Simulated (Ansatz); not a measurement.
Cs$_{2}$AgBiBr$_{6}$:
```yaml
crystal:
  lattice:
    - [0.00000, 5.73898, 5.73898]
    - [5.73898, 0.00000, 5.73898]
    - [5.73898, 5.73898, 0.00000]
  atoms:
    - { symbol: Bi, position: [0.00000, 0.00000, 0.00000] }
    - { symbol: Ag, position: [0.50000, 0.50000, 0.50000] }
    - { symbol: Cs, position: [0.25000, 0.25000, 0.25000] }
    - { symbol: Cs, position: [0.75000, 0.75000, 0.75000] }
    - { symbol: Br, position: [0.25135, 0.74865, 0.25135] }
    - { symbol: Br, position: [0.25135, 0.74865, 0.74865] }
    - { symbol: Br, position: [0.74865, 0.25135, 0.74865] }
    - { symbol: Br, position: [0.74865, 0.25135, 0.25135] }
    - { symbol: Br, position: [0.25135, 0.25135, 0.74865] }
    - { symbol: Br, position: [0.74865, 0.74865, 0.25135] }
```

Relaxed with PBE. Special points in fractions of this cell's reciprocal vectors: Γ (0.000, 0.000, 0.000); X (0.500, 0.000, 0.500); U (0.625, 0.250, 0.625); K (0.375, 0.375, 0.750); L (0.500, 0.500, 0.500); W (0.500, 0.250, 0.750).

### Question
List the band energies nearest the valence-band maximum at these points for the program Ansatz at the PBE with spin–orbit coupling level (PAW).

### Answer
In eV from the valence-band maximum; about four levels below and three above (degenerate sets whole), none deeper than 8.9 eV; points with the same levels are listed once.

| k | below | above |
|---|---|---|
| Γ | -0.56 -0.56 -0.56 -0.56 | 1.24 1.24 2.79 2.79 2.79 2.79 |
| X | -0.59 -0.59 0.00 0.00 | 1.71 1.71 3.29 3.29 |
| U | -0.88 -0.88 -0.18 -0.18 | 1.69 1.69 3.03 3.03 |
| L | -1.13 -1.13 -0.93 -0.93 | 1.09 1.09 3.12 3.12 |
| W | -1.10 -1.10 -0.09 -0.09 | 1.77 1.77 3.08 3.08 |

Space group Fm-3m. The PBE relaxation kept the symmetry of its start; phonons show weakly imaginary modes. No spin polarisation was allowed.

Potentials: the later of the program's two PAW sets.
